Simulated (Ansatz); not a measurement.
AgW:
```yaml
crystal:
  lattice:
    - [1.34315, -5.45276, 0.00000]
    - [1.34315, 5.45276, 0.00000]
    - [0.00000, 0.00000, 4.46463]
  atoms:
    - { symbol: Ag, position: [0.68454, 0.31546, 0.25000] }
    - { symbol: W, position: [0.94106, 0.05894, 0.25000] }
    - { symbol: Ag, position: [0.31546, 0.68454, 0.75000] }
    - { symbol: W, position: [0.05894, 0.94106, 0.75000] }
```

Relaxed with PBEsol. Special points in fractions of this cell's reciprocal vectors: Γ (0.000, 0.000, 0.000); Y (-0.500, 0.500, 0.000); C0 (-0.265, 0.735, 0.000); Σ0 (0.265, 0.265, 0.000); Z (0.000, 0.000, 0.500); A0 (0.265, 0.265, 0.500); E0 (-0.265, 0.735, 0.500); T (-0.500, 0.500, 0.500); S (0.000, 0.500, 0.000); R (0.000, 0.500, 0.500).

**Question.** List the band energies nearest the Fermi level at these points for PBEsol (plane waves, PAW; program Ansatz).

**Answer.** In eV from the Fermi level; about four levels below and three above (degenerate sets whole), none deeper than 8.9 eV; points with the same levels are listed once.

```csv
k,below,above
Γ,-3.79 -2.72 -2.35 -1.96,0.28 0.96 1.38
Y,-2.97 -2.88 -1.89 -1.76,0.97 1.40 2.44
C0,-1.58 -0.53 -0.48 -0.10,0.26 0.61 1.53
Z,-2.39 -2.39 -0.35 -0.35,1.58 1.58 2.51 2.51
A0,-2.12 -2.12 -1.06 -1.06,0.56 0.56 1.58 1.58
T,-2.30 -2.30 -1.55 -1.55,1.77 1.77 3.31 3.31
S,-2.18 -1.79 -1.05 -0.50,0.20 0.32 0.99
R,-2.27 -2.27 -1.18 -1.18,0.25 0.25 2.21 2.21
```

Space group Cmcm. The start of the workflow was typed in or built on a structure type; neither database checked (COD, Materials Project) lists it. Its standing as an ambient phase is unchecked. Symmetry was held in the PBEsol relaxation; its stability against distortions is not shown here. The run is not spin-polarised. Its formation energy is positive at this level, so the cell may be metastable or incomplete. Scalar-relativistic: spin–orbit coupling is off unless named, which matters more the heavier the elements.

Potentials: the later of the program's two PAW sets.
